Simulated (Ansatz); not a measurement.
FePt (P4/mmm): electronic heat capacity from the density of states

These are results of Ansatz, DFT PBEsol, scalar-relativistic, plane waves, PAW, not measurements.

Plane waves to 420 eV, a k mesh through Γ of 16×16×12 on the computed 2-atom cell and Gaussian smearing (0.10 eV); collinear spin from starting moments 3.17 0.41 μB.

Relaxed cell: P4/mmm, a = 2.687 Å, b = 2.687 Å, c = 3.717 Å, α = 90.00°, β = 90.00°, γ = 90.00°, 2 atoms in the primitive cell. Whether it is the stable form of this composition wasn't checked.

The density of states at the Fermi level is 1.228 states/eV in the cell of 2 atoms (1 formula unit; both spins, tetrahedra on a 24×24×18 mesh). The run ends with a moment of 3.21 μB a cell (largest on a site 2.88 μB), and the figure is for this state; a paramagnetic sample can have a quite different one. Another magnetic order, if the compound takes it, can change N(E_F) and the shape of the cell a good deal.

Q: What Sommerfeld coefficient does this give?

A: Per formula unit N(E_F) = 1.228 states/eV. γ = (π²/3) k_B² N(E_F) N_A = 2.357 mJ/(mol K²) per state/eV, so γ = 2.9 mJ/(mol K²), a mole of formula units. This is the bare band result: a measured γ of the same phase and magnetic order is as a rule larger by a factor 1 + λ from phonons and spin fluctuations. N(E_F) at one energy is sensitive to the mesh where the density of states has sharp peaks.

Spin-orbit coupling is left out, which matters for the bands of heavy elements. Only parallel moments were tried here.

Only this magnetic start was tried.